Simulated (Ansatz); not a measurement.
# I, one structure, two calculations

Cell: a structure deposited in the COD, ions relaxed with PBE at fixed cell.

```xyz
4
Lattice="3.6275 -2.3975 0.0000 3.6275 2.3975 0.0000 0.0000 0.0000 9.7800" Properties=species:S:1:pos:R:3 pbc="T T T"
I     3.6275   -1.6595    1.1893
I     3.6275   -0.7380    6.0793
I     3.6275    1.6595    8.5907
I     3.6275    0.7380    3.7007
```

Sites (sets of like atoms) are named by element and the number of their first atom in this list.

First run. Method: Kohn–Sham DFT in Ansatz, PBE, plane waves and PAW, scalar-relativistic, 420 eV cutoff, Γ-centred 8×8×4 k-points, Fermi–Dirac smearing 0.05 eV.

```
site  atom  V_zz (10²¹ V/m²)     η
   I     1             116.9  0.36
```

Second run. The same atoms and settings, except that the functional is r2SCAN and the cutoff is 500 eV.

(1) Given the first result, estimate the second.

Answers

(1) 

| site | atom | V_zz | η | change of V_zz |
| --- | --- | --- | --- | --- |
| I | 1 | 119.9 | 0.31 | +3.00 |

The largest change of V_zz is on I, from 116.9 to 119.9.

Without spin–orbit coupling the gradients at and beside I can be off by some per cent, at some sites by more.
For the second run: With these PAW files V_zz is typically within 2 to 3 % of all-electron values, but misses above 10 % occur on I.
